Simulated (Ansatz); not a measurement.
## 6 guesses for Rb4O and where they end

The calculation used DFT PBE, scalar-relativistic, plane waves, PAW in Ansatz 0.2.0. All cells share a 420 eV cutoff and Γ-centred k meshes spaced at most about 0.3 Å⁻¹ (about 0.25 or finer for metals, 2π included). No spin polarisation in the final relaxations.

Each guess was relaxed in cell and atoms at zero pressure, within the symmetry of its start. Temperature and zero-point effects are left out. Coordination counts Rb atoms around O (those within 1.25 times the shortest such distance or 1.15 times the sum of covalent radii).

```csv
guess,made from,start group,V start (Å³/atom),end group,V end (Å³/atom),coordination at the end,gap on mesh (eV),E over the lowest end (meV/atom)
1,random cell,I4/mmm,38.9,?,?,?,?,?
2,LuAg4 type,I4/m,31.8,I4/mmm,50.5,O 8,0,119
3,random cell,Pm-3m,36.2,Pm-3m,47.0,O 6,0,165
4,random cell,P6/mmm,36.0,P6/mmm,54.3,O 2,0,345
5,Hg4Pt type,Im-3m,36.3,Im-3m,43.9,O 8,0,283
6,GeF4 type,I-43m,41.1,I-43m,68.2,O 4,0,0
```

Guess 1 as it starts:

```yaml
crystal:
  lattice:
    - [-3.78720, 3.78720, 3.38759]
    - [3.78720, -3.78720, 3.38759]
    - [3.78720, 3.78720, -3.38759]
  atoms:
    - { symbol: Rb, position: [0.50000, 0.23447, 0.73447] }
    - { symbol: Rb, position: [0.50000, 0.76553, 0.26553] }
    - { symbol: Rb, position: [0.23447, 0.50000, 0.73447] }
    - { symbol: Rb, position: [0.76553, 0.50000, 0.26553] }
    - { symbol: O, position: [0.50000, 0.50000, 0.00000] }
```

Question: Predict the end of this guess and its energy over the lowest end.

Answer: It ends in space group I4/mmm (No. 139), with a = 11.582 Å, c = 5.075 Å, 68.1 Å³/atom and no gap; its coordination is O 4. It lies 100 meV/atom over the lowest end, above guess 6 and below guess 2. Counting Rb atoms around O, this end and the lowest (guess 6) both have O 4.

Space group I4/mmm (No. 139). a = 11.582 Å, b = 11.582 Å, c = 5.075 Å, α = 90.00°, β = 90.00°, γ = 90.00°
```
atom  site  symmetry       x       y       z
  Rb    8j      m2m.  0.2765  0.5000  0.0000
   O    2b     4/mmm  0.0000  0.0000  0.5000
```

Energies over the elements count from the elements' standard structures at the same level (O₂ as a molecule), with no fitted energy shifts.

Question: Is the lowest end bound against the elements?

Answer: Yes: its formation energy is −0.54 eV/atom. A negative formation energy is needed for stability but isn't enough: competing phases decide.

Cells relaxed within their symmetry can be saddle points. A lower structure may well exist outside this small set. Some candidate types were left out of the draw beforehand, so a known form may be missing.
